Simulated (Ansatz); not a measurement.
LiCSN:
```cif
data_C4Li4N4S4
_chemical_formula_sum 'Li4 C4 S4 N4'
_space_group_name_H-M_alt 'Pnma'
_space_group_IT_number 62
_space_group_name_Hall '-P 2ac 2n'
_cell_length_a 12.01445
_cell_length_b 3.53372
_cell_length_c 5.10511
_cell_angle_alpha 90.000
_cell_angle_beta 90.000
_cell_angle_gamma 90.000
loop_
_atom_site_label
_atom_site_type_symbol
_atom_site_symmetry_multiplicity
_atom_site_Wyckoff_symbol
_atom_site_fract_x
_atom_site_fract_y
_atom_site_fract_z
_atom_site_occupancy
Li1 Li 4 c 0.40795 0.25000 0.03007 1
C1 C 4 c 0.11100 0.25000 0.09801 1
S1 S 4 c 0.18852 0.25000 0.84023 1
N1 N 4 c 0.05580 0.25000 0.29008 1
```

Relaxed with LDA.

Q: Which orbitals make up the states near the band edges in LDA (plane waves, PAW; program Ansatz)?

A: Top 1 eV of the valence band: S 3p 73 %, N 2p 24 %. Bottom 1 eV of the conduction band: C 2p 42 %, N 2p 29 %, S 3p 11 %, outside the projected shells 14 %. Projections are on Löwdin-orthogonalised atomic valence shells; empty p or d shells of many metals are not among them.

Q: Tabulate the density of states.

A: States/eV per cell of 16 atoms, in 0.25 eV bins, energy from the valence-band maximum.

```csv
E (eV),total,S 3p,N 2p,C 2p
-7.85,0.00,0.00,0.00,0.00
-7.60,0.00,0.00,0.00,0.00
-7.35,1.44,0.36,0.31,0.07
-7.10,7.57,2.14,1.48,0.55
-6.85,17.69,6.17,2.18,1.80
-6.60,5.30,1.93,0.57,0.63
-6.35,0.00,0.00,0.00,0.00
-6.10,1.87,0.28,0.82,0.31
-5.85,11.20,1.84,4.75,2.44
-5.60,7.57,1.32,2.94,2.13
-5.35,6.29,0.95,2.41,2.16
-5.10,10.87,1.63,4.33,3.33
-4.85,10.67,1.45,4.71,2.83
-4.60,15.30,2.06,6.64,4.58
-4.35,16.55,2.34,6.68,5.94
-4.10,12.85,1.62,5.31,4.97
-3.85,2.84,0.28,1.27,1.03
-3.60,0.00,0.00,0.00,0.00
-3.35,0.00,0.00,0.00,0.00
-3.10,0.00,0.00,0.00,0.00
-2.85,0.55,0.41,0.07,0.02
-2.60,3.54,2.22,1.03,0.07
-2.35,8.15,5.13,2.38,0.18
-2.10,5.78,3.77,1.57,0.13
-1.85,5.42,3.58,1.48,0.10
-1.60,7.60,5.21,1.96,0.12
-1.35,6.72,4.72,1.68,0.10
-1.10,9.17,6.44,2.36,0.11
-0.85,8.79,6.30,2.19,0.10
-0.60,5.17,3.77,1.26,0.04
-0.35,2.32,1.73,0.52,0.03
-0.10,0.80,0.60,0.18,0.01
0.15,0.00,0.00,0.00,0.00
0.40,0.00,0.00,0.00,0.00
0.65,0.00,0.00,0.00,0.00
0.90,0.00,0.00,0.00,0.00
1.15,0.00,0.00,0.00,0.00
1.40,0.00,0.00,0.00,0.00
1.65,0.00,0.00,0.00,0.00
1.90,0.00,0.00,0.00,0.00
2.15,0.00,0.00,0.00,0.00
2.40,0.00,0.00,0.00,0.00
2.65,0.00,0.00,0.00,0.00
2.90,0.00,0.00,0.00,0.00
3.15,4.20,0.40,1.17,1.73
3.40,10.99,1.06,3.22,4.57
3.65,10.97,1.17,3.14,4.62
3.90,9.21,1.14,2.59,3.91
4.15,9.92,1.21,2.73,4.15
4.40,8.53,1.16,2.20,3.57
4.65,6.68,0.99,1.59,2.68
4.90,4.63,0.77,0.83,1.32
5.15,3.98,0.82,0.46,0.72
5.40,5.50,1.33,0.28,0.48
5.65,11.82,3.24,0.45,0.83
5.90,7.10,2.07,0.20,0.44
6.15,2.46,0.74,0.07,0.18
6.40,0.88,0.10,0.01,0.02
6.65,2.93,0.38,0.05,0.09
6.90,2.27,0.27,0.04,0.08
7.15,4.12,0.45,0.07,0.15
7.40,7.40,0.74,0.15,0.27
7.65,6.65,0.52,0.13,0.20
7.90,6.97,0.42,0.16,0.22
```

The first step of the workflow began from a Materials Project structure, measured or hypothetical; the Crystallography Open Database copy checked does not list it. Its standing as an ambient phase is unchecked. The LDA relaxation kept the symmetry of its start; whether a distortion lowers the energy is not shown.

Potentials: the later of the program's two PAW sets.
